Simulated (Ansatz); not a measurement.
**AlOs: from a starting cell to a relaxed one**

The relaxed structure here is a generated cell of AlOs: the first start was made by a random draw of sites in a space group, and the end was not matched to a known phase here, so it may be hypothetical.

The start is a randomly generated symmetric cell of AlOs (space group No. 154). The cell and all atomic positions are relaxed at zero pressure with PBEsol (plane waves to 420 eV, PAW, scalar-relativistic; Ansatz, a quantum-chemistry and plane-wave program). First-step values are on the input's coarse k-mesh.

Ansatz input (later rounds restart from its end on a renewed k-mesh):
Ansatz 0.2 input:
```yaml
crystal:
  lattice:
    - [6.7525265, 0, 0]
    - [-3.3762633, 5.8478595, 0]
    - [0, 0, 2.2211297]
  atoms:
    - { symbol: Al, position: [0.43056042, 0, 0.66666667] }
    - { symbol: Al, position: [0, 0.43056042, 0.33333333] }
    - { symbol: Al, position: [0.56943958, 0.56943958, 0] }
    - { symbol: Os, position: [0.79327913, 0, 0.66666667] }
    - { symbol: Os, position: [0, 0.79327913, 0.33333333] }
    - { symbol: Os, position: [0.20672087, 0.20672087, 0] }
basis: { ecutwfc: 420, ecutrho_ratio: 4, xc_grid: 2, fft_grid_basis: typed }
kpoints: { mp_grid: { grid: [6, 6, 14] } }
hamiltonian:
  xc: pbesol
  dispersion: none
  pseudopotentials: { kind: paw }
scf: { occupations: { method: fermi_dirac, width: 0.05 } }
relax: { f_tol: 0.01, max_steps: 100, cell: { stress_tol: 0.02 } }
output: { forces: true, stress: true }
```

**Question.** Which atoms feel the largest initial force, and how large is it?

**Answer.** 4.28 eV/Å, on Os4, Os5, Os6 (atoms numbered as listed).

**Question.** How does the volume per atom move from start to end?

**Answer.** +13.9 %, from 14.62 to 16.65 Å³/atom.

**Question.** How do the shortest distances between atoms change?

**Answer.** The closest pairs of elements (up to four, under 3.6 Å), start → end: Al–Al 2.22 → 2.59 Å; Os–Os 2.22 → 2.59 Å; Al–Os 2.45 → 2.46 Å.

**Question.** What band gap does the relaxed structure have at this level?

**Answer.** Zero (metallic).

The space group stays P3₂21 (No. 154) (the run could not lower it), with 6 atoms in the primitive cell. Final values are on a 8×8×18 k-mesh of the relaxed cell. No spin polarisation in the result.

The run could not lower the symmetry of its start; a shaken copy of this end point relaxes with PBEsol to Pmc2₁ (No. 26), 0.59 eV/atom lower.
